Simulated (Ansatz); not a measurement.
Bi (A7 type, space group R-3m)

```
CELL_PARAMETERS angstrom
      2.26661     1.30863     3.88456
     -2.26661     1.30863     3.88456
      0.00000    -2.61726     3.88456
ATOMIC_POSITIONS crystal
  Bi 0.23718 0.23718 0.23718
  Bi 0.76282 0.76282 0.76282
```

In this cell atom 1 (Bi, nearest neighbour Bi at 3.091 Å; its periodic images, 4.5 Å or more away, move with it) is moved by s along Cartesian [111], unit vector (0.577, 0.577, 0.577); all other atoms and the cell stay fixed.

Calculation: PBE-D3(BJ) (plane waves to 420 eV, PAW, scalar-relativistic; Ansatz, an electronic-structure program). k mesh 10×10×10 (Γ-centred), Fermi-Dirac smearing 0.05 eV. Energies are smeared free energies. With partly filled bands, energies and forces of such displacements shift with the k mesh and the smearing. Bi was relaxed with its symmetry unable to fall. Spin-orbit coupling is left out, though Bi is heavy. The zero of ΔE is the undisplaced structure. The last digit holds for this mesh only.

```tsv
s (Å)	ΔE (meV/cell)
-0.620	978.4
-0.496	568.7
-0.372	283.2
-0.248	107.7
-0.124	21.7
0.000	0.0
0.124	14.2
0.248	31.4
0.372	44.0
0.496	79.9
0.620	164.9
```

Question: What force constant k = d²E/ds² at s = 0 does the table give?

Answer: 2.4 eV/Å². It is the second difference of the nearest points, corrected with the next pair.

Question: With k = 2.31 eV/Å² from the forces, is the well harmonic out to s = 0.620 Å?

Answer: ½ks² = 443 meV/cell against the computed 165 meV/cell, so the well is softer than harmonic there.

(For displaced atoms, the force is minus the slope of the energy, and its curvature is a force constant, which sets phonon frequencies.)
